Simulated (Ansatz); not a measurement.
All numbers below come from DFT PBE, scalar-relativistic, plane waves, PAW (Ansatz). All cells share a 420 eV cutoff and Γ-centred k meshes spaced at most about 0.3 Å⁻¹ (about 0.25 or finer for metals, 2π included). No spin polarisation in the final relaxations.

These are static total energies at zero pressure.

Two relaxed structures of NaZrO2:

A.

```
CELL_PARAMETERS angstrom
4.05203 0.00000 0.00000
0.00000 4.05203 0.00000
0.00000 0.00000 3.55617
ATOMIC_POSITIONS crystal
Na 0.00000 0.00000 0.00000
Zr 0.50000 0.50000 0.50000
O 0.50000 0.00000 0.60787
O 0.00000 0.50000 0.39213
```

B.

```
CELL_PARAMETERS angstrom
3.13567 0.00000 0.00000
-1.56784 2.71557 0.00000
0.00000 0.00000 5.97591
ATOMIC_POSITIONS crystal
Na 0.00000 0.00000 0.00000
Zr 0.00000 0.00000 0.50000
O 0.33333 0.66667 0.71763
O 0.66667 0.33333 0.28237
```

Task: Which form is favoured at zero pressure, and by what margin per atom?

Result: A is lower, by 18 meV/atom. A has space group P-4m2 (No. 115), 14.6 Å³/atom and no gap on its mesh; B has space group P-3m1 (No. 164), 12.7 Å³/atom and no gap. Counting O atoms around Na and Zr (those within 1.25 times the shortest such distance or 1.15 times the sum of covalent radii; a plus sign parts nearer from farther groups), A has Na 4+4, Zr 4 and B has Na 6, Zr 6. The lower one is the more open, so pressure narrows the difference. In A, Na is surrounded by 4 O at 2.46 Å, 4 O at 2.96 Å and 8 Zr at 3.37 Å; around Zr lie 4 O at 2.06 Å and 8 Na at 3.37 Å; O has 2 Zr at 2.06 Å and 2 Na at 2.46 Å. In B, Na is surrounded by 6 O at 2.47 Å, 2 Zr at 2.99 Å and 6 Na at 3.14 Å; Zr is surrounded by 6 O at 2.23 Å, 2 Na at 2.99 Å and 6 Zr at 3.14 Å; O has 3 Zr at 2.23 Å and 3 Na at 2.47 Å. Both come from invented guesses.

In P-4m2, P-3m1 an odd number of electrons in the primitive cell allows no gap without spin; a larger cell or a magnetic state could open one. Cells relaxed within their symmetry can be saddle points.
